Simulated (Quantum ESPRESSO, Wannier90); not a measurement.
Wannier functions of Ag$_{2}$S (anti-fluorite)

```
CELL_PARAMETERS angstrom
      0.00000     3.12399     3.12399
      3.12399     0.00000     3.12399
      3.12399     3.12399     0.00000
ATOMIC_POSITIONS crystal
  Ag 0.75000 0.75000 0.75000
  Ag 0.25000 0.25000 0.25000
  S  0.00000 0.00000 0.00000
```

Materials Project entry mp-1229090; symmetrised, unrelaxed at this level. Not found in the COD (Crystallography Open Database) copy used, which has the formula in other groups; not checked further. Computed values, not measurements, from LDA: Quantum ESPRESSO (norm-conserving PseudoDojo potentials, cutoff 69 Ry, no spin polarisation, no spin-orbit coupling) on a Γ-centred 8×8×8 mesh, then Wannier90. Density: 8×8×8 mesh, cold smearing 0.01 Ry.

Base run: 13 functions from bands 10-34 of the 34 computed, start hydrogen-like Ag: d; S: p, centres 0.05 Å off the atoms, frozen window up to -0.05 eV relative to the Fermi level, outer window open. Its settings: num_cg_steps = 5, trial_step = 2 and dis_mix_ratio = 0.5 (the program's defaults), conv_tol = 1.0e-6 over 4 steps, num_iter = 1000, dis_conv_tol = 1.0e-6, dis_num_iter = 1000. One of them is changed at a time.

| run | disentanglement steps | localisation steps | Ω_I (Å²) | Ω_total (Å²) | ended |
|---|---|---|---|---|---|
| base | 4 | 662 | 17.055 | 18.693 | converged |
| conv_tol = 1.0e-10 | 4 | 1000 | 17.055 | 18.693 | step limit |
| num_cg_steps = 20 | 4 | 1000 | 17.055 | 18.693 | step limit |
| dis_num_iter = 20 | 4 | 662 | 17.055 | 18.693 | converged |
